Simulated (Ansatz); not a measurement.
A (101) slab of TiAl (P4/mmm (No. 123)), 5 planes, outer planes TiAl (top) and TiAl (bottom), with 10 atoms (Ti5Al5) in a surface cell of A = 13.890 Å², as cut from the bulk:

```
CELL_PARAMETERS angstrom
2.81056 0.00000 0.00000
0.00000 4.94201 0.00000
0.00000 0.00000 24.24719
ATOMIC_POSITIONS crystal
Ti 0.00000 0.32343 0.30931
Al 0.50000 0.82343 0.30931
Ti 0.00000 0.64686 0.40466
Al 0.50000 0.14686 0.40466
Ti 0.00000 0.97029 0.50000
Al 0.50000 0.47029 0.50000
Ti 0.00000 0.29372 0.59534
Al 0.50000 0.79372 0.59534
Ti 0.00000 0.61714 0.69069
Al 0.50000 0.11714 0.69069
```

Computed with DFT r2SCAN, scalar-relativistic, plane waves, PAW in Ansatz. Plane waves to 500 eV, a k mesh through Γ of 12×7×1 on the computed 10-atom cell and Gaussian smearing (0.10 eV); no spin polarisation.

Against the same 10 atoms in the bulk, the slab as cut lies 3.293 eV higher and the relaxed slab 3.252 eV higher.

Q: Work out the surface energy before and after relaxation.

A: The slab has two faces, so γ = (E_slab − N·E_bulk)/(2A), the mean of both. As cut: 3.293/(2 × 13.890) = 0.1185 eV/Å², and 1 eV/Å² = 16.02 J/m², so γ = 1.90 J/m². Relaxed: 3.252/(2 × 13.890) = 0.1171 eV/Å² = 1.88 J/m². Relaxation recovers 1.2 % of the cost of cutting.

Q: What is the ideal work of this cut, per area?

A: Griffith's ideal work is 2γ: 3.80 J/m² if the new faces stay rigid, 3.75 J/m² if they relax. One thickness was run, 5 planes, so γ can still shift with it.